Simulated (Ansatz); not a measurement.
Zr5Sn3Se:
```
CELL_PARAMETERS angstrom
      8.61995     0.00000     0.00000
     -4.30998     7.46510     0.00000
      0.00000     0.00000     6.05455
ATOMIC_POSITIONS crystal
  Zr 0.33333 0.66667 0.50000
  Zr 0.66667 0.33333 0.50000
  Zr 0.66667 0.33333 0.00000
  Zr 0.33333 0.66667 0.00000
  Zr 0.73728 0.00000 0.25000
  Zr 0.26272 0.00000 0.75000
  Zr 0.73728 0.73728 0.75000
  Zr 0.26272 0.26272 0.25000
  Zr 0.00000 0.73728 0.25000
  Zr 0.00000 0.26272 0.75000
  Sn 0.39612 0.00000 0.25000
  Sn 0.60388 0.00000 0.75000
  Sn 0.39612 0.39612 0.75000
  Sn 0.60388 0.60388 0.25000
  Sn 0.00000 0.39612 0.25000
  Sn 0.00000 0.60388 0.75000
  Se 0.00000 0.00000 0.50000
  Se 0.00000 0.00000 0.00000
```

Relaxed with r²SCAN. Special points in fractions of this cell's reciprocal vectors: Γ (0.000, 0.000, 0.000); M (0.500, 0.000, 0.000); K (0.333, 0.333, 0.000); A (0.000, 0.000, 0.500); L (0.500, 0.000, 0.500); H (0.333, 0.333, 0.500).

**Question.** List the band energies nearest the Fermi level at these points for plane-wave PAW r²SCAN (Ansatz code).

**Answer.** In eV from the Fermi level; about four levels below and three above (degenerate sets whole), none deeper than 8.9 eV; points with the same levels are listed once.

| k | below | above |
|---|---|---|
| Γ | -1.08 -1.08 -1.01 -1.01 -0.64 | 0.51 0.51 0.87 |
| M | -0.64 -0.61 -0.51 -0.01 | 0.07 0.49 0.51 |
| K | -0.13 -0.13 -0.09 -0.09 | 0.12 0.12 0.44 |
| A | -0.84 -0.84 -0.84 -0.84 | 0.01 0.01 0.73 0.73 0.73 0.73 |
| L | -0.33 -0.33 -0.21 -0.21 | 0.55 0.55 0.67 0.67 |
| H | -0.60 -0.60 -0.60 -0.60 -0.44 -0.44 | 0.83 0.83 1.02 1.02 1.02 1.02 |

Space group P6_3/mcm. The first step of the workflow began from a Materials Project structure, measured or hypothetical; the Crystallography Open Database copy checked does not list it. Whether it is the stable phase at ambient conditions was not checked. The r²SCAN relaxation kept the symmetry of its start; whether a distortion lowers the energy is not shown. The run is not spin-polarised. Scalar-relativistic: spin–orbit coupling is off unless named, which matters more the heavier the elements.

Potentials: the later of the program's two PAW sets.
